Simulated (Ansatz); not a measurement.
Co₇Mo₆ in space group R-3m (No. 166; Pearson symbol hR13) under volume change, DFT-PBEsol in the program Ansatz with PAW potentials, shape and atoms relaxed at each volume.

```csv
V (Å³/atom),E − E(relaxed) (meV/atom),P (GPa)
11.174,106.9,33.78
11.542,44.8,20.63
11.911,10.6,9.47
12.279,0.0,0.00
12.648,9.5,-8.03
13.016,36.0,-14.81
```

Task: What does a third-order Birch–Murnaghan fit give for V₀, B₀ and B′?

Result: V₀ = 12.28 Å³/atom, B₀ = 290 GPa, B′ = 4.5.

The first step of the workflow began from a Materials Project structure, measured or hypothetical; the Crystallography Open Database files this formula in space group No. 166, but the cells were not matched. Its standing as an ambient phase is unchecked. Symmetry was held in the PBEsol relaxation; its stability against distortions is not shown here. The final state is ferromagnetic, the only order run, not a proven ground state.

Potentials: the later of the program's two PAW sets.
